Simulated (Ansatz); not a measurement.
SrGe2Au2:
```
CELL_PARAMETERS angstrom
     -2.25322     2.25322     5.16419
      2.25322    -2.25322     5.16419
      2.25322     2.25322    -5.16419
ATOMIC_POSITIONS crystal
  Sr 0.00000 0.00000 0.00000
  Ge 0.37872 0.37872 0.00000
  Ge 0.62128 0.62128 0.00000
  Au 0.75000 0.25000 0.50000
  Au 0.25000 0.75000 0.50000
```

Relaxed with PBEsol. Special points in fractions of this cell's reciprocal vectors: Γ (0.000, 0.000, 0.000); X (0.000, 0.000, 0.500); P (0.250, 0.250, 0.250); N (0.000, 0.500, 0.000); M (0.500, 0.500, -0.500); S (0.298, 0.702, -0.298); S0 (-0.298, 0.298, 0.298); R (-0.095, 0.095, 0.500); G (0.500, 0.500, -0.095).

List the band energies nearest the Fermi level at these points for PBEsol with spin–orbit coupling in the plane-wave PAW code Ansatz.

In eV from the Fermi level; about four levels below and three above (degenerate sets whole), none deeper than 8.9 eV; points with the same levels are listed once.

```csv
k,below,above
Γ,-1.77 -1.77 -1.28 -1.28,0.66 0.66 0.73 0.73
X,-1.94 -1.94 -0.96 -0.96,2.21 2.21 3.40 3.40
P,-1.55 -1.55 -1.45 -1.45,1.68 1.68 4.47 4.47
N,-2.36 -2.36 -0.43 -0.43,0.85 0.85 1.28 1.28
M,-1.65 -1.65 -0.14 -0.14,0.50 0.50 0.98 0.98
S,-0.62 -0.62 -0.53 -0.53,1.78 1.78 2.09 2.09
R,-1.69 -1.69 -0.63 -0.63,2.26 2.26 3.39 3.39
```

Space group I4/mmm. The workflow started from an entry of the Crystallography Open Database (COD). Its standing as an ambient phase is unchecked. Symmetry was held in the PBEsol relaxation; whether a distortion lowers the energy is not shown.

Potentials: the later of the program's two PAW sets.
